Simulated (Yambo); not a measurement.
Material: KBr (rock salt, space group Fm-3m, No. 225) under isotropic strain of -3 % on all lattice vectors; a = 4.4917 Å, b = 4.4917 Å, c = 4.4917 Å, α = 60.00°, β = 60.00°, γ = 60.00° (2 atoms in the cell). The PBEsol cell relaxed from Materials Project entry mp-23251 was given an isotropic strain of -3 % on all lattice vectors, and the atoms were relaxed again.

With PBEsol (Quantum ESPRESSO, PseudoDojo norm-conserving, 74 Ry, scalar-relativistic), the gap between the mesh's edge points (Γ → Γ) is 4.585 eV.

Task: By how much does one-shot G0W0 (Yambo; 4×4×4 Γ-centred k mesh, 125 bands and a 8 Ry block in the screening, 125 bands in G with the Bruneval-Gonze terminator, plasmon pole fitted at 27.2 eV) open this gap, and what gap results?

Result: The correction is 2.593 eV, giving 7.178 eV, 1.6 times the PBEsol value.  Convergence of the G0W0 settings was not tested. Spin-orbit splittings are left out.
